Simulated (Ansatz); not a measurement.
Relaxed PtS$_{2}$ (CdI2 type):

```
PtS2
1.0
    3.55931     0.00000     0.00000
   -1.77966     3.08245     0.00000
    0.00000     0.00000     4.38472
Pt S
1 2
Cartesian
  0.00000   0.00000   0.00000
  1.77966   1.02748   1.18905
  0.00000   2.05497   3.19568
```

Scan: atom 2 (S, nearest neighbour Pt at 2.374 Å; its periodic images, 3.6 Å or more away, move with it) is displaced along Cartesian [111], direction (0.577, 0.577, 0.577) in Cartesian axes, by s. The other atoms stay.

The numbers are results of PBEsol-D3(BJ) (plane waves to 420 eV, PAW, scalar-relativistic; Ansatz, a first-principles code), not measurements. k mesh 12×12×9 (Γ-centred), Fermi-Dirac smearing 0.05 eV. Energies are smeared free energies. With partly filled bands, energies and forces of such displacements shift with the k mesh and the smearing. PtS2 is run without spin polarisation. PtS2 was relaxed with its symmetry unable to fall. Spin-orbit coupling is left out, though Pt is heavy. ΔE is measured from the undisplaced structure.

**Question.** What ΔE (eV/cell) does the calculation give at s (Å) = -0.240, -0.144, -0.096, -0.048, 0.048, 0.144, 0.192, 0.240?

**Answer.** 
```
s (Å)   ΔE (eV/cell)
------  ------------
-0.240         0.402
-0.144         0.129
-0.096         0.054
-0.048         0.013
0.048          0.011
0.144          0.090
0.192          0.149
0.240          0.216
```

(For displaced atoms, the force is minus the slope of the energy, and its curvature is a force constant, which sets phonon frequencies.)
